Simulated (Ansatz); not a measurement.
Space group I-42d (No. 122). a = 5.674 Å, b = 5.674 Å, c = 11.198 Å, α = 90.00°, β = 90.00°, γ = 90.00°
```
atom site symmetry x y z
  Zn    4a      -4..  0.0000  0.0000  0.0000
  Ge    4b      -4..  0.5000  0.5000  0.0000
  As    8d       .2.  0.2510  0.2500  0.1250
```

Equation of state of this ZnGeAs$_{2}$ structure (not necessarily the ground state), with shape and atoms relaxed at each volume where symmetry leaves them free. These are results of DFT r2SCAN, scalar-relativistic, plane waves, PAW (Ansatz), not measurements.

Cutoff 500 eV; k points 8×8×8 on the computed 8-atom cell (Γ-centred); Gaussian smearing, width 0.02 eV; no spin polarisation.

```
V (Å³/atom) E − E(largest V) (meV/atom) P (GPa) gap on mesh (eV)
     19.827                        48.45    11.95              1.16
     20.503                         6.26     8.17              1.13
     21.179                       -21.26     4.98              1.02
     21.855                       -36.39     2.28              0.80
     22.531                       -41.06     0.00              0.60
     23.207                       -36.87    -1.93              0.42
     23.883                       -25.21    -3.56              0.24
     24.784                         0.00    -5.34              0.03
```

Task: Fit a third-order Birch–Murnaghan equation to E(V).

Result: V0 = 22.53 Å³/atom, B0 = 70 GPa, B0' = 4.6.

The gaps are read on the mesh, which can miss the band edges, so they can be too wide.

Cost: 8 runs of about 25 core-minutes in all, on Intel Xeon 6975P-C (Granite Rapids) (shared hosts).